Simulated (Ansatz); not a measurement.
# Fe: from a starting cell to a relaxed one

The start is a randomly generated symmetric cell of Fe (space group No. 123). The structure is fully relaxed (lattice and positions, P = 0) with PBEsol (plane waves to 420 eV, PAW, scalar-relativistic; Ansatz, a program for electronic structure). The first steps use a coarse 17×17×8 k-mesh.

Input geometry:
```yaml
crystal:
  lattice:
    - [1.84607, 0.00000, 0.00000]
    - [0.00000, 1.84607, 0.00000]
    - [0.00000, 0.00000, 3.97181]
  atoms:
    - { symbol: Fe, position: [0.00000, 0.00000, 0.50000] }
```
Spin-polarised start, with parallel moments on Fe.

```json
{
 "outcome": "The space group goes from P4/mmm (No. 123) to Pm-3m (No. 221); the end is AFLOW prototype A_cP1_221_a (A_h), with 1 atom in the primitive magnetic cell",
 "energy_released": "about 2.7 eV/atom",
 "Shortest distances (start → end)": "The closest pairs of elements (up to four, under 3.6 Å), start → end: Fe–Fe 1.85 → 2.33 Å",
 "band_gap_at_the_end": "no gap (metallic)",
 "moments_at_the_end": "net 2.33 μB/atom, ferromagnetic",
 "optimiser_moves": "23"
}
```

The end point of the relaxation:

```cif
data_Fe
_chemical_formula_sum 'Fe1'
_space_group_name_H-M_alt 'Pm-3m'
_space_group_IT_number 221
_space_group_name_Hall '-P 4 2 3'
_cell_length_a 2.32752
_cell_length_b 2.32752
_cell_length_c 2.32752
_cell_angle_alpha 90.000
_cell_angle_beta 90.000
_cell_angle_gamma 90.000
loop_
_atom_site_label
_atom_site_type_symbol
_atom_site_symmetry_multiplicity
_atom_site_Wyckoff_symbol
_atom_site_fract_x
_atom_site_fract_y
_atom_site_fract_z
_atom_site_occupancy
Fe1 Fe 1 b 0.50000 0.50000 0.50000 1
```

Final values are on a 20×20×20 k-mesh of the relaxed cell. The start holds a very short contact (Fe–Fe 1.85 Å). Spin state reached: ferromagnetic (net 2.33 μB/atom), from parallel starting moments; other spin orders were not run from this start.

The run could not lower the symmetry of its start; a shaken copy of this end point relaxes with PBEsol to Im-3m (No. 229), 0.86 eV/atom lower.

The relaxed structure here is a generated cell of Fe: the first start was made by a random draw of sites in a space group, and the end was not matched to a known phase here, so it may be hypothetical. Known forms of Fe include space group No. 229.
